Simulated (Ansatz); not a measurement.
Given:

MoPt2:
```
CELL_PARAMETERS angstrom
     -1.67691     1.67691     4.12709
      1.67691    -1.67691     4.12709
      1.67691     1.67691    -4.12709
ATOMIC_POSITIONS crystal
  Mo 0.00000 0.00000 0.00000
  Pt 0.33418 0.33418 0.00000
  Pt 0.66582 0.66582 0.00000
```

This is the r²SCAN-relaxed structure.

All from plane-wave PAW r²SCAN (Ansatz code), unless another level is named. Predict the formation energy from the elements (no fitted shifts).

-237 meV/atom.

What about the density of states at the Fermi level?

0.34 states/eV per atom (mean over ±0.08 eV).

Space group I4/mmm (MoSi2 or CaC2 type). The cell is a constructed one: a structure type filled with these elements; neither database checked (COD, Materials Project) lists it. COD files the formula under space group No. 71, so this cell is another polymorph or a model. Whether it is the stable phase at ambient conditions was not checked. Symmetry was held in the r²SCAN relaxation; whether a distortion lowers the energy is not shown. The run is not spin-polarised. The references are the lowest solids computed at this level, not always the standard phases. Spin–orbit coupling is left out wherever it is not named.

Potentials: the earlier of the program's two PAW sets.
